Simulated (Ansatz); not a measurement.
Input:

LiH (rock salt)

```yaml
crystal:
  lattice:
    - [0.00000, 4.00712, 4.00712]
    - [2.00356, 2.00356, 4.00712]
    - [2.00356, 2.00356, 0.00000]
  atoms:
    - { symbol: H, position: [0.00000, 0.00000, 0.00000] }
    - { symbol: H, position: [0.50000, 0.00000, 0.00000] }
    - { symbol: Li, position: [0.00000, 0.50000, 0.50000] }
    - { symbol: Li, position: [0.50000, 0.50000, 0.50000] }
```

The atoms are displaced by Q × the pattern below (from a DFPT mode at X = (0.5, 0.5, 0.0), largest move 1; Q in Å), at fixed cell. (q is in reciprocal vectors of the primitive cell; the cell shown is doubled to hold the pattern.)

| atom | x | y | z |
|---|---|---|---|
| H1 | 0.000 | 0.000 | 1.000 |
| H2 | 0.000 | 0.000 | -1.000 |
| Li3 | 0.000 | 0.000 | 0.024 |
| Li4 | 0.000 | 0.000 | -0.024 |

Level of theory: PBE (plane waves to 420 eV, PAW, scalar-relativistic; Ansatz, a first-principles code). k mesh 14×14×14 (Γ-centred), Fermi-Dirac smearing 0.05 eV. E stands for the smeared free energy. LiH was relaxed with its symmetry unable to fall. The zero of ΔE is the undisplaced structure.

The scan covers Q from -0.180 to 0.180 Å in 13 points.

**Question.** Which space group does the distorted structure have?

**Answer.** P4/nmm (No. 129), lowered from Fm-3m.

**Question.** Is this a single well or a double well?

**Answer.** A single well with its minimum at or next to zero displacement.

**Question.** What is the energy change at Q = 0.180 Å?

**Answer.** 130.7 meV/cell.

**Question.** What harmonic wavenumber does the curvature at Q = 0 give?

**Answer.** 1033 cm⁻¹.

(For displaced atoms, the force is minus the slope of the energy, and its curvature is a force constant, which sets phonon frequencies.)
